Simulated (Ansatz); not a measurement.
**Convergence test, YSc**

Computed with DFT r2SCAN, scalar-relativistic, plane waves, PAW (Ansatz).

```yaml
crystal:
  lattice:
    - [3.52017, 0.00000, 0.00000]
    - [-1.76008, 3.04855, 0.00000]
    - [0.00000, 0.00000, 5.40412]
  atoms:
    - { symbol: Y, position: [0.00000, 0.00000, 0.00000] }
    - { symbol: Sc, position: [0.33333, 0.66667, 0.50000] }
```

| Item | Value |
| --- | --- |
| plane-wave cutoff | 500 eV |
| occupation rule | Gaussian smearing, 0.1 eV |
| spin treatment | unpolarised |

The atoms stay fixed while the k-point mesh is varied. ΔE is the energy extrapolated to zero smearing, less that of the reference run (21×21×12). The cell isn't necessarily relaxed at this level. The meshes are Γ-centred. Pressure is positive in compression.

Problem. One run gave ΔE = -9.21 meV/atom and P = 0.17 GPa. Which k-point mesh did it use, of 3×3×1, 3×3×2, 6×6×4, 9×9×4, 9×9×6, 12×12×6, 15×15×8, 15×15×10, 18×18×10?

Solution. 6×6×4. All runs:

| mesh | ΔE (meV/atom) | P (GPa) | irreducible points |
| --- | --- | --- | --- |
| 3×3×1 | -106 | -4.24 | 3 |
| 3×3×2 | 73.9 | -0.40 | 6 |
| 6×6×4 | -9.21 | 0.17 | 21 |
| 9×9×4 | -5.27 | 0.12 | 36 |
| 9×9×6 | -1.27 | 0.09 | 48 |
| 12×12×6 | -1.09 | 0.07 | 76 |
| 15×15×8 | -0.28 | 0.13 | 135 |
| 15×15×10 | -0.08 | 0.14 | 162 |
| 18×18×10 | 0.13 | 0.14 | 222 |
| 21×21×12 | 0.00 | 0.14 | 336 |